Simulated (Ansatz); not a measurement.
Mo (diamond): energy against volume

Level of theory: Ansatz, DFT, r2SCAN, plane waves (500 eV) with PAW, scalar-relativistic. (PAW data from PBE, frozen cores regenerated.)

The cell is scaled uniformly from the relaxed one, with fractional coordinates and shape fixed. Energies are extrapolated to zero smearing, pressures are those at the given smearing. Magnetic state: spin not included.

A Birch-Murnaghan fit gives V₀ = 22.53 Å³/atom, B₀ = 111 GPa, B₀′ = 4.1.

(1) What are the energy above the minimum and the pressure at 21.660 Å³/atom?

(2) What are the energy above the minimum and the pressure at 23.465 Å³/atom?

(3) What are the energy above the minimum and the pressure at 25.270 Å³/atom?

Answers

(1) 12.4 meV/atom and 4.93 GPa as computed.

(2) 12.6 meV/atom and -3.95 GPa as computed.

(3) 95.3 meV/atom and -9.93 GPa as computed.
